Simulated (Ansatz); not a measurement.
# HfAu: distorted cells

The calculation used DFT PBEsol, scalar-relativistic, plane waves, PAW in Ansatz.

Settings: cutoff 420 eV, Γ-centred mesh 12×12×8 on the computed 4-atom cell, Gaussian smearing of 0.10 eV; no spin polarisation.

Reference cell:

```xyz
4
Lattice="3.4839 0.0000 0.0000 0.0000 3.4839 0.0000 0.0000 0.0000 6.3205" Properties=species:S:1:pos:R:3 pbc="T T T"
Hf    0.0000    1.7419    5.3824
Hf    1.7419    0.0000    0.9381
Au    0.0000    1.7419    2.3477
Au    1.7419    0.0000    3.9729
```

Each variant moves atoms of this cell by the vectors given, if any (Å), and then applies a symmetric strain (tensor components, Cartesian axes). The reference cell isn't relaxed at this level. Energies are per atom at zero smearing, counted from the lowest variant. Pressure is positive in compression.

1. strain (xx yy zz yz xz xy, %) 6.56 6.56 -2.44 0.00 0.00 0.00; moves: Hf1 (0.000, 0.000, 0.211); Hf2 (0.000, 0.000, -0.211); Au3 (0.000, 0.000, 0.019); Au4 (0.000, 0.000, -0.019)
2. strain (xx yy zz yz xz xy, %) -0.52 -0.52 -9.52 0.00 0.00 0.00; moves: Hf1 (0.000, 0.000, 0.071); Hf2 (0.000, 0.000, -0.071); Au3 (0.000, 0.000, -0.046); Au4 (0.000, 0.000, 0.046)
3. strain (xx yy zz yz xz xy, %) -1.10 -1.10 1.90 0.00 0.00 0.00; moves: Hf1 (0.000, 0.000, 0.002); Hf2 (0.000, 0.000, -0.080); Au3 (0.000, 0.000, 0.089); Au4 (0.000, 0.000, -0.011)

```csv
variant,ΔE (meV/atom),P (GPa),largest force (eV/Å),gap on mesh (eV),space group
1,?,?,?,?,?
2,135.3,18.88,1.28,0,P4/nmm
3,0.0,-2.47,1.02,0,P4mm
```

Problem. Give the withheld rows.

Solution.
```csv
variant,ΔE (meV/atom),P (GPa),largest force (eV/Å),gap on mesh (eV),space group
1,287.7,-12.27,2.89,0,P4/nmm
```

Spin-orbit coupling is left out, which matters for the bands of heavy elements.